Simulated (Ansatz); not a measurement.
A distorted cell of ZrC (rock salt):

```
CELL_PARAMETERS angstrom
      0.00000     4.70874     4.70874
      2.35437     2.35437     4.70874
      2.35437     2.35437     0.00000
ATOMIC_POSITIONS crystal
  C  0.00139 0.99861 0.00139
  C  0.49861 0.00139 0.99861
  Zr 0.97876 0.52124 0.47876
  Zr 0.52124 0.47876 0.52124
```

Computed with PBE (plane waves to 420 eV, PAW, scalar-relativistic; Ansatz, a quantum-chemistry and plane-wave program). k mesh 17×17×17 (Γ-centred), Fermi-Dirac smearing 0.05 eV. Compression counts positive. With partly filled bands, energies and forces of such displacements shift with the k mesh and the smearing. ZrC is run without spin polarisation. ZrC was relaxed with its symmetry unable to fall.

### Question
What forces act on the atoms (eV/Å, Cartesian)?

### Answer
| atom | Fx | Fy | Fz |
|---|---|---|---|
| C1 | 0.000 | 0.039 | 0.000 |
| C2 | 0.000 | -0.039 | 0.000 |
| Zr3 | 0.000 | 1.463 | 0.000 |
| Zr4 | 0.000 | -1.463 | 0.000 |

### Question
Give the stress tensor in GPa and the pressure.

### Answer
```
   -0.8      0.0      0.0
    0.0      2.5      0.0
    0.0      0.0      2.1
```
The pressure, a third of the trace, is 1.3 GPa.

(For displaced atoms, the force is minus the slope of the energy, and its curvature is a force constant, which sets phonon frequencies.)
